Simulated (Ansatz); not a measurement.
Phonons of Be (hcp, Mg type) at Γ, M = (0.5, 0.0, 0.0), A = (0.0, 0.0, 0.5), L = (0.5, 0.0, 0.5).

Be (hcp, Mg type)

```xyz
2
Lattice="2.2647 0.0000 0.0000 -1.1324 1.9613 0.0000 0.0000 0.0000 3.5612" Properties=species:S:1:pos:R:3 pbc="T T T"
Be     0.0000     1.3075     2.6709
Be     1.1324     0.6538     0.8903
```

These are PBE (plane waves to 420 eV, PAW, scalar-relativistic; Ansatz, a program for electronic structure) values and carry that method's errors. Harmonic phonons by density-functional perturbation theory on a 24×24×14 k mesh, in cm⁻¹ and rounded to 5; i marks imaginary ones, q is in fractions of the reciprocal vectors of the cell shown, and the three acoustic modes at Γ are left out. Be was relaxed with its symmetry unable to fall.

| q | wavenumbers (cm⁻¹) |
|---|---|
| Γ | 460 (×2), 695 |
| M = (0.5, 0.0, 0.0) | 405, 425, 575, 580, 595, 605 |
| A = (0.0, 0.0, 0.5) | 360 (×4), 500 (×2) |
| L = (0.5, 0.0, 0.5) | 490 (×2), 515 (×2), 650 (×2) |

The structure shows no imaginary mode at these points (lowest 360 cm⁻¹ at A = (0.0, 0.0, 0.5)); other wave vectors were not tested.

Highest mode: 695 cm⁻¹ at Γ.
